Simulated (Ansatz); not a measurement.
SnCl₂:
Space group Pnma (No. 62); a = 7.938 Å, b = 4.307 Å, c = 9.440 Å, α = β = γ = 90.00°

```csv
atom,site,symmetry,x,y,z
Sn,4c,.m.,0.2292,0.2500,0.4343
Cl,4c,.m.,0.0224,0.2500,0.6500
Cl,4c,.m.,0.1437,0.2500,0.0789
```

Relaxed with r²SCAN+D4. 

### Question
HSE06 on this cell (Ansatz, a first-principles code, PAW) gives a gap of 3.91 eV. What does r²SCAN+D4 give?

### Answer
3.41 eV.

Cost on shared cores: the r²SCAN+D4 run (SCF on a 4×7×3 mesh, then bands and DOS) around 11 core-minutes (rough), the HSE06 run (SCF on 2×4×2, then a few points) roughly 20 core-minutes; the tasks are unlike.

The workflow started from a Materials Project entry (that database holds measured and hypothetical structures alike); the Crystallography Open Database files this formula in space group No. 62, but the cells were not matched. Whether it is the stable phase at ambient conditions was not checked. Symmetry was held in the r²SCAN+D4 relaxation; whether a distortion lowers the energy is not shown. Spin–orbit coupling is left out wherever it is not named.

Potentials: the later of the program's two PAW sets.

Ansatz is a plane-wave DFT program.
